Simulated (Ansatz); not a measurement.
# Kick test of a cell of Sc2SnS

The structure comes from a generated guess, relaxed at this level; another structure or a mixture of phases may lie lower.

Method: DFT PBE, scalar-relativistic, plane waves, PAW (Ansatz 0.2.0). Plane waves to 420 eV, a k mesh through Γ of 18×18×6 on the computed 4-atom cell and Gaussian smearing (0.10 eV); no spin polarisation.

The cell below (4 atoms, space group P-3m1 (No. 164)) is relaxed within its symmetry.

```cif
data_structure
_symmetry_space_group_name_H-M 'P 1'
_symmetry_Int_Tables_number 1
_cell_length_a 3.5447
_cell_length_b 3.5447
_cell_length_c 7.7492
_cell_angle_alpha 90.000
_cell_angle_beta 90.000
_cell_angle_gamma 120.000
_cell_volume 84.32
loop_
_atom_site_label
_atom_site_type_symbol
_atom_site_fract_x
_atom_site_fract_y
_atom_site_fract_z
_atom_site_occupancy
Sc1 Sc 0.33333 0.66667 0.19392 1
Sc2 Sc 0.66667 0.33333 0.80608 1
Sn1 Sn 0.00000 0.00000 0.50000 1
S1 S 0.00000 0.00000 0.00000 1
```

For the test a repeat of it with 8 atoms (edges 3.54, 6.14, 7.75 Å) was strained at random (σ = 1.5 % a component), the atoms were moved at random (σ = 0.10 Å), and all was relaxed again on a coarse 6×4×4 mesh (in the run’s order of axes) with 0.20 eV smearing, with no symmetry imposed.

Task: What happens?

Result: It returns, within 1 meV/atom of the unmoved cell on that mesh and with the same symmetry when read at 0.1 Å (P-1 at 0.01 Å, so small strains and shifts remain). So it is stable against the distortions that fit this cell and that this random move excites. Modes that don't fit the cell aren't tested.
